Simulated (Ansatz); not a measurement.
HfSi$_{2}$ in space group Cmcm (No. 63; Si on 4c, Si on 4c, Hf on 4c), PBEsol (plane waves, PAW; program Ansatz), all energies at zero smearing, with the estimated change up to a 700 eV cutoff added, with one set of potentials and settings (totals compare only within such a set). Cell of 6 atoms (4 Si, 2 Hf): -33686.009 eV.

```tsv
element	reference phase	E (eV/atom)
Si	Fd-3m, 2 atoms in the cell	-621.4920
Hf	P6_3/mmc, 2 atoms in the cell	-15598.0268
```

Formation energy per atom, worked out: (-33686.009 − 4×(-621.4920) − 2×(-15598.0268))/6 = -0.664 eV/atom (-64 kJ per mol of atoms), at 0 K, without zero-point energy or fitted corrections.

The cell was relaxed with PBEsol under the symmetry of its start. The run is not spin-polarised. The references are the lowest solids computed at this level, not always the standard phases. Spin–orbit coupling is left out wherever it is not named.

Potentials: the later of the program's two PAW sets.
